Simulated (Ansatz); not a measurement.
**Cs₂InBiF₆: the gap against volume**

Cs₂InBiF₆, Fm-3m, a = 9.700 Å. The structure is a Materials Project entry; whether it is the stable form wasn't checked. Ansatz: r2SCAN, PAW, 500 eV, Γ-centred 6×6×6 mesh on 10 atoms, Gaussian smearing 0.02 eV; no spin polarisation. Shape and atoms are relaxed at each volume; x = ln(V/V0) with V0 = 22.819 Å³/atom. The gap is read at the mesh points alone.

```tsv
x	gap y (eV)
-0.0619	1.922
-0.0305	2.148
0.0000	2.357
0.0296	?
0.0583	2.727
```

**Question.** Fit a straight line to the other rows, give the volume deformation potential of the gap and its pressure coefficient, and predict the missing gap. B0 = 32.3 GPa.

**Answer.** Means x = -0.008525, y = 2.2885; Σ(Δx)² = 0.007870, ΣΔxΔy = 0.05254; the slope is their ratio. y = 2.3454 + 6.6755 x. The slope is the deformation potential a = dE_g/d ln V = 6.68 eV, and dE_g/dP = −a/B0 = -207 meV/GPa. At x = 0.0296 the fit asked for gives 2.543 eV. The run gave 2.550 eV, so the fit is 0.007 eV too low, within the rms miss on the fitted rows (0.009 eV).

Spin-orbit coupling is left out, which matters for the bands of heavy elements.

Cost: 5 runs of about 16 core-minutes in all, on AMD EPYC (Zen 3) (shared hosts).